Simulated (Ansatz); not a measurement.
# Structures of Sn3C2: which is lowest?

Plane-wave DFT in Ansatz with scalar-relativistic PAW potentials, cutoff 420 eV, Γ-centred meshes chosen by cell and gap, Gaussian smearing with energies taken to zero width. Every cell was relaxed (cell and atoms) in a run of its own, within the symmetry of its start. Functional: PBE.

Relaxed structures (starts from databases or built by putting these elements on another compound's sites):
A. P-3m1, 5 atoms in the computed cell, a = 3.459 Å, c = 8.227 Å; sites (symmetry × multiplicity) Sn -3m. × 1 + 3m. × 2, C 3m. × 2; start: built
B. R-3m, 5 atoms in the computed cell, a = 3.514 Å, c = 24.272 Å; sites (symmetry × multiplicity) Sn -3m × 3 + 3m × 6, C 3m × 6; start: built

Q: Rank them by energy. Could pressure change the order?

A:
| structure | group | E − E(lowest) (meV/atom) | V (Å³/atom) | gap on mesh (eV) |
| --- | --- | --- | --- | --- |
| A | P-3m1 | 0.0 | 17.05 | 0.00 |
| B | R-3m | 3.0 | 17.30 | 0.00 |

A and B are level within the 5 meV/atom that separate runs leave open. The two lowest differ in volume by under 3 %, too little for a first-order estimate of what pressure does to that pair (other pairs aren't weighed here). Other structures may lie lower than all of these, and vibrations aren't counted.